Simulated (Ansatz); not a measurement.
Ga₃Pt₂ (La2O3 or Ni2Al3 type, P-3m1) at seven volumes, DFT-r²SCAN in the program Ansatz with PAW potentials, shape and atoms relaxed at each. One row is withheld.

```csv
V (Å³/atom),P (GPa)
14.890,18.48
15.381,11.10
15.872,?
16.363,0.00
16.854,-4.09
17.344,-7.49
17.835,-10.32
```

Problem. Fit the shown pressures and predict the withheld one.

Solution. Third-order Birch–Murnaghan: P = (3/2)B₀(x^(7/2) − x^(5/2))[1 + (3/4)(B′ − 4)(x − 1)] with x = (V₀/V)^(2/3). Least squares on the six rows gives V₀ = 16.365 Å³/atom, B₀ = 151.3 GPa, B′ = 5.43. At V = 15.872, x = 1.0206 and P = 5.03 GPa. The run itself gave 5.01 GPa.

The workflow started from an entry of the Crystallography Open Database (COD). Whether it is the stable phase at ambient conditions was not checked. Symmetry was held in the r²SCAN relaxation; whether a distortion lowers the energy is not shown. The run is not spin-polarised. Scalar-relativistic: spin–orbit coupling is off unless named, which matters more the heavier the elements.

Potentials: the later of the program's two PAW sets.
